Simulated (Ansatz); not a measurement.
TiO₂:
```xyz
3
Lattice="2.9895 0.0000 0.0000 -1.4947 2.5890 0.0000 0.0000 0.0000 5.5405" Properties=species:S:1:pos:R:3 pbc="T T T"
Ti     0.0000     0.0000     0.0000
O      0.0000     1.7260     0.9649
O      1.4947     0.8630     4.5755
```

Relaxed with PBE. Special points in fractions of this cell's reciprocal vectors: Γ (0.000, 0.000, 0.000); M (0.500, 0.000, 0.000); K (0.333, 0.333, 0.000); A (0.000, 0.000, 0.500); L (0.500, 0.000, 0.500); H (0.333, 0.333, 0.500).

### Question
List the band energies nearest the valence-band maximum at these points for plane-wave PAW PBE (Ansatz code).

### Answer
In eV from the valence-band maximum; about four levels below and three above (degenerate sets whole), none deeper than 8.9 eV; points with the same levels are listed once.

```json
[
 {"k": "Γ", "below": "-3.68 -3.68 -0.49 -0.24 -0.24", "above": "2.65 2.65 4.33"},
 {"k": "M", "below": "-2.57 -1.77 -1.28 -0.78", "above": "2.90 3.68 3.75"},
 {"k": "K", "below": "-2.85 -1.52 -1.52 -1.11", "above": "2.84 3.92 3.92"},
 {"k": "A", "below": "-3.58 -0.92 -0.25 -0.25", "above": "2.65 2.65 4.37"},
 {"k": "L", "below": "-2.65 -1.72 -1.26 -0.64", "above": "2.89 3.68 3.75"},
 {"k": "H", "below": "-2.81 -1.48 -1.48 -1.16", "above": "2.87 3.92 3.92"}
]
```

Space group P-3m1 (CdI2 type). A made-up cell: these elements were put on the sites of a structure type; neither database checked (COD, Materials Project) lists it. It is not the phase usual at ambient conditions (space group No. 61, 136, 141). The cell was relaxed with PBE under the symmetry of its start; its stability against distortions is not shown here. The run is not spin-polarised. A crystal of weakly bound layers computed without a dispersion correction: the cell and the soft elastic constants depend strongly on that.

Potentials: the later of the program's two PAW sets.
